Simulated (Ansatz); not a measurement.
GaNi$_{3}$N:
```cif
data_GaNNi3
_chemical_formula_sum 'Ga1 N1 Ni3'
_space_group_name_H-M_alt 'P 1'
_space_group_IT_number 1
_cell_length_a 3.73031
_cell_length_b 3.73031
_cell_length_c 3.73031
_cell_angle_alpha 90.000
_cell_angle_beta 90.000
_cell_angle_gamma 90.000
loop_
_space_group_symop_operation_xyz
  'x, y, z'
loop_
_atom_site_label
_atom_site_type_symbol
_atom_site_fract_x
_atom_site_fract_y
_atom_site_fract_z
_atom_site_occupancy
Ga1 Ga 0.00000 0.00000 0.00000 1
N1 N 0.50000 0.50000 0.50000 1
Ni1 Ni 0.00000 0.50000 0.50000 1
Ni2 Ni 0.50000 0.50000 0.00000 1
Ni3 Ni 0.50000 0.00000 0.50000 1
```

Relaxed with PBEsol.

Decompose the optical modes at the zone centre into irreducible representations, and say which are infrared and Raman allowed.

Point group m-3m: Γ_opt = 3T1u + T2u. Infrared: T1u. Raman: none.

Assign frequencies (DFPT, plane-wave PAW PBEsol (Ansatz code)).

T2u 35i, T1u 145, T1u 191, T1u 613 cm⁻¹.

Space group Pm-3m (anti-perovskite). A made-up cell: these elements were put on the sites of a structure type; neither database checked (COD, Materials Project) lists it. Whether it is the stable phase at ambient conditions was not checked. Symmetry was held in the PBEsol relaxation; phonons show weakly imaginary modes. The workflow began spin-polarised and lost its moments. As this level gives no gap, phonon frequencies hold no LO–TO term and depend on the k-mesh and smearing (Fermi–Dirac, 0.1 eV here).

Potentials: the earlier of the program's two PAW sets. The files were generated under PBE; for other functionals the program regenerates the frozen cores, and for LDA and PBEsol the local potential too.
